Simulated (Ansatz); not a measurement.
Relaxed TiC (rock salt):

```
TiC
1.0
    0.00000     4.33303     4.33303
    2.16652     0.00000     2.16652
    2.16652     2.16652     0.00000
C Ti
2 2
Direct
  0.00000   0.00000   0.00000
  0.50000   0.00000   0.00000
  0.25000   0.50000   0.50000
  0.75000   0.50000   0.50000
```

A phonon eigenvector at L = (0.5, 0.0, 0.0) is frozen into this cell: atom i moves by Q times the vector below, so Q is the largest atomic displacement, in Å. The cell is held. It is one choice among 2 degenerate patterns. (q is in reciprocal vectors of the primitive cell; the cell shown is doubled to hold the pattern.)

```json
[
 {"atom": "C1", "x": "-0.285", "y": "0.520", "z": "-0.805"},
 {"atom": "C2", "x": "0.285", "y": "-0.520", "z": "0.805"}
]
```

Atoms not listed stay in place.

Calculation: PBE (plane waves to 420 eV, PAW, scalar-relativistic; Ansatz, a first-principles code). k mesh 9×18×18 (Γ-centred), Fermi-Dirac smearing 0.05 eV. The energy includes the smearing's −TS. With partly filled bands, energies and forces of such displacements shift with the k mesh and the smearing. TiC is run without spin polarisation. TiC was relaxed with its symmetry unable to fall. ΔE is measured from the undisplaced structure.

```csv
Q (Å),ΔE (eV/cell)
-0.100,0.141
-0.067,0.063
-0.033,0.016
0.000,0.000
0.033,0.016
0.067,0.063
0.100,0.141
```

### Question
Which DFPT wavenumber at L = (0.5, 0.0, 0.0) belongs to this mode?
A. 566 cm⁻¹
B. 717 cm⁻¹
C. 448 cm⁻¹
D. 255 cm⁻¹

### Answer
A, 566 cm⁻¹. The curvature of the scan gives 566 cm⁻¹

(For displaced atoms, the force is minus the slope of the energy, and its curvature is a force constant, which sets phonon frequencies.)
